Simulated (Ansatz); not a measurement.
# CrAgO₂ (R-3m)

All numbers are calculated (r²SCAN+U, U_eff = 3.0 eV (Dudarev form) on Cr d, fully localised double counting, collinear spin, scalar-relativistic, 500 eV, PAW set soft_2 (made for PBE), 7×7×7 mesh, Gaussian smearing of 0.05 eV) with the plane-wave PAW code Ansatz.

```
Cr Ag O
1.0
     1.49250    0.86170    6.17000
    -1.49250    0.86170    6.17000
     0.00000   -1.72339    6.17000
Cr Ag O
1 1 2
Cartesian
  0.0000 0.0000 9.2550
  0.0000 0.0000 0.0000
  0.0000 0.0000 2.0713
  0.0000 0.0000 16.4387
```

The structure is that of a cell as deposited in COD, unrelaxed.

Cell and atoms stay fixed. Atoms count from 1 in the text and from 0 in parts of the program's output.

Two runs on this cell converged from different starts. The ends of their outputs, energies left out (λ are the eigenvalues of a shell's occupation matrix):

Run A:

```
Magnetization: 1.0000 μB (23.0000 up, 22.0000 down)
Absolute magnetization: 1.9159 μB (∫|ρ↑−ρ↓|, with the PAW one-centre terms)
Per-site moments (μB) at R_I (Å): [(0.83882, 0.82477), (-0.00142, 0.85440), (0.00307, 0.82477), (0.00307, 0.82477)]
Fermi energy:    12.890610 eV
--- Forces (eV/Å), atoms counted from 1 ---
  atom   1  Cr     0.00000000     0.00000000     0.00000000
  atom   2  Ag     0.00000000     0.00000000     0.00000000
  atom   3  O      0.00000000     0.03021452     0.53100868
  atom   4  O      0.00000000    -0.03021452    -0.53100868
--- Stress (GPa, compression-positive) ---
        0.459544       0.000000       0.000000
        0.000000       1.879912      -0.244530
        0.000000      -0.243918       1.150917
  P = ⅓ Tr σ = 1.1635 GPa (11.635 kbar)
--- Löwdin populations: 4 sites ---
  site symbol       q [e]    m [muB]
     0     Cr     12.6578     0.9683
     1     Ag     18.4384    -0.0030
     2      O      6.8588     0.0079
     3      O      6.8588     0.0079
--- Occupation matrices: 1 shell (run DFT+U table (all-electron-ortho-atomic); ε = 2.23e-3) ---
  Cr0 d_3D up     Tr n = 2.6187  λ = 0.088 0.257 0.306 0.984 0.985
  Cr0 d_3D dn     Tr n = 1.6633  λ = 0.084 0.087 0.237 0.272 0.983
```

Run B:

```
Magnetization: 3.0000 μB (24.0000 up, 21.0000 down)
Absolute magnetization: 3.1420 μB (∫|ρ↑−ρ↓|, with the PAW one-centre terms)
Per-site moments (μB) at R_I (Å): [(2.50785, 0.82477), (0.00083, 0.85440), (-0.02018, 0.82477), (-0.02018, 0.82477)]
Fermi energy:    12.936542 eV
--- Forces (eV/Å), atoms counted from 1 ---
  atom   1  Cr     0.00000000     0.00000000     0.00000000
  atom   2  Ag     0.00000000     0.00000000     0.00000000
  atom   3  O      0.00000000     0.00000000     0.35580269
  atom   4  O      0.00000000     0.00000000    -0.35580269
--- Stress (GPa, compression-positive) ---
        2.322313       0.000000       0.000000
        0.000000       2.322313       0.000000
        0.000000       0.000000       2.299134
  P = ⅓ Tr σ = 2.3146 GPa (23.146 kbar)
--- Löwdin populations: 4 sites ---
  site symbol       q [e]    m [muB]
     0     Cr     12.6193     2.9361
     1     Ag     18.4400     0.0367
     2      O      6.8729    -0.0130
     3      O      6.8729    -0.0130
--- Occupation matrices: 1 shell (run DFT+U table (all-electron-ortho-atomic); ε = 3.75e-3) ---
  Cr0 d_3D up     Tr n = 3.5714  λ = 0.309 0.309 0.984 0.984 0.984
  Cr0 d_3D dn     Tr n = 0.6691  λ = 0.066 0.078 0.078 0.224 0.224
```

Which run lies higher in energy, by how much, and why?

Run A, by 308.9 meV/atom. Run A has 3 filled d spin orbitals, 1 more of one spin than of the other, a gap of 1.88 eV and a whole-number cell moment of 1 μB, as a collinear insulator must have; run B has 3 d electrons in filled orbitals, 3 of them unpaired, the high-spin filling, a gap of 2.10 eV and a whole-number cell moment of 3 μB, as a collinear insulator must have. Run A kept 4 symmetry operations, run B 12. On Cr1, N↑ − N↓ is 0.96 in size in run A against 2.90 in run B: with fewer parallel spins, run A lacks part of the exchange energy behind Hund's first rule. With J = 0 the Hubbard energy is (U/2) Σ λ(1 − λ), a penalty on fractional natural occupations. The sums Σ λ(1 − λ) over the cell's shells are 1.03 for run B and 1.07 for run A, which at U/2 = 1.50 eV give 1.54 and 1.60 eV per cell. Of the difference of 1.24 eV per cell, the Hubbard term gives 0.06 eV and all other terms 1.17 eV, so the Hubbard term itself makes little of it, though U shapes both states. The other terms are taken on each state's own density, so they aren't the result of a run without U.

With one Cr ion in the cell, Cr moments can't oppose each other.

In the lower state the fixed cell carries a pressure of 2.3 GPa and forces up to 0.36 eV/Å; relaxing would change energies and could change the order of close states.

Run A started from: random orbitals: single harmonics, lower spin (2+1 electrons), moments Cr1 1.00 μB, occupations held for 5 iterations. Run B started from atoms, symmetry kept, no search, moments Cr1 3.00 μB. At this level the cell was started in 11 ways. Run B holds the lowest state found for this cell, which doesn't make it the ground state. Spin–orbit coupling is left out. U is one value of a scan, not fitted to this compound, so the states needn't resemble the real material's. Gaps are Kohn–Sham gaps over the k-mesh alone and may be smaller between its points.
